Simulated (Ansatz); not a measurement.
Independent-particle absorption of H3C2 (C2/m, a = 6.852 Å, b = 6.439 Å, c = 4.268 Å, α = 90.00°, β = 97.18°, γ = 90.00°), no local fields or excitons, 0.1 eV broadening. Computed with DFT PBE+D3(BJ), scalar-relativistic, plane waves, PAW in Ansatz.

Settings: cutoff 420 eV, Γ-centred mesh 6×6×6 on the computed 10-atom cell, Gaussian smearing of 0.02 eV; no spin polarisation. The spectrum is summed on a 9×9×9 mesh.

```
CELL_PARAMETERS angstrom
3.42452 -3.21941 0.09168
3.42452 3.21941 0.09168
-0.64654 0.00000 4.21853
ATOMIC_POSITIONS crystal
H 0.25371 0.25371 0.52447
H 0.74629 0.74629 0.47553
H 0.21871 0.49488 0.22378
H 0.50512 0.78129 0.77622
H 0.78129 0.50512 0.77622
H 0.49488 0.21871 0.22378
C 0.07967 0.07967 0.08050
C 0.92033 0.92033 0.91950
C 0.27084 0.27084 0.27194
C 0.72916 0.72916 0.72806
```

```csv
photon energy (eV),"ε2,zz"
0.0,0.00
0.4,0.00
0.8,0.00
1.2,0.00
1.6,0.00
2.0,0.00
2.4,0.00
2.8,0.00
3.2,0.00
3.6,0.00
4.0,0.00
4.4,0.00
4.8,0.00
5.2,0.01
5.6,0.18
6.0,3.20
6.4,7.80
6.8,3.51
7.2,1.10
7.6,0.92
8.0,0.85
8.4,0.71
8.8,0.56
9.2,0.95
9.6,2.79
10.0,2.66
10.4,2.21
10.8,1.83
11.2,2.07
11.6,3.14
12.0,2.66
12.4,2.32
12.8,2.41
13.2,2.23
13.6,2.50
14.0,2.80
```

The strongest peak lies near 6.4 eV. ε∞ (xx, yy, zz) = 3.3, 2.4, 2.8.

Cost: 1 run of about 2.2 core-minutes, on Intel Xeon Platinum 8488C (Sapphire Rapids) (shared hosts).